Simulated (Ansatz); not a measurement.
PtSe$_{2}$:
```cif
data_PtSe2
_chemical_formula_sum 'Se2 Pt1'
_space_group_name_H-M_alt 'P-3m1'
_space_group_IT_number 164
_space_group_name_Hall '-P 3 2"'
_cell_length_a 3.77329
_cell_length_b 3.77329
_cell_length_c 4.81647
_cell_angle_alpha 90.000
_cell_angle_beta 90.000
_cell_angle_gamma 120.000
loop_
_atom_site_label
_atom_site_type_symbol
_atom_site_symmetry_multiplicity
_atom_site_Wyckoff_symbol
_atom_site_fract_x
_atom_site_fract_y
_atom_site_fract_z
_atom_site_occupancy
Se1 Se 2 d 0.33333 0.66667 0.26546 1
Pt1 Pt 1 a 0.00000 0.00000 0.00000 1
```

Relaxed with PBE+D3(BJ).

Problem. Tabulate the valence density and the electron localisation function along the shortest Se–Pt contact (2.53 Å), DFT-PBE+D3(BJ) in the program Ansatz with PAW potentials.

Solution. 

| distance from Se (Å) | density (e/Å³) | ELF |
|---|---|---|
| 0.25 | 25.36 | 0.22 |
| 0.38 | 13.02 | 0.39 |
| 0.51 | 5.77 | 0.58 |
| 0.63 | 2.53 | 0.72 |
| 0.76 | 1.29 | 0.79 |
| 0.88 | 0.85 | 0.79 |
| 1.01 | 0.70 | 0.75 |
| 1.14 | 0.60 | 0.66 |
| 1.26 | 0.56 | 0.48 |
| 1.39 | 0.61 | 0.31 |
| 1.52 | 0.80 | 0.25 |
| 1.64 | 1.31 | 0.28 |
| 1.77 | 2.42 | 0.38 |
| 1.89 | 4.18 | 0.51 |
| 2.02 | 6.41 | 0.60 |
| 2.15 | 8.73 | 0.66 |
| 2.27 | 10.59 | 0.67 |

The density is the valence pseudo-density with augmentation charge, so density and ELF within about 1 Å of a nucleus are not all-electron values.

The cell was relaxed with PBE+D3(BJ) under the symmetry of its start; of distortions, only those at the zone centre were tested. The run is not spin-polarised. Spin–orbit coupling is left out wherever it is not named.

Potentials: the later of the program's two PAW sets.
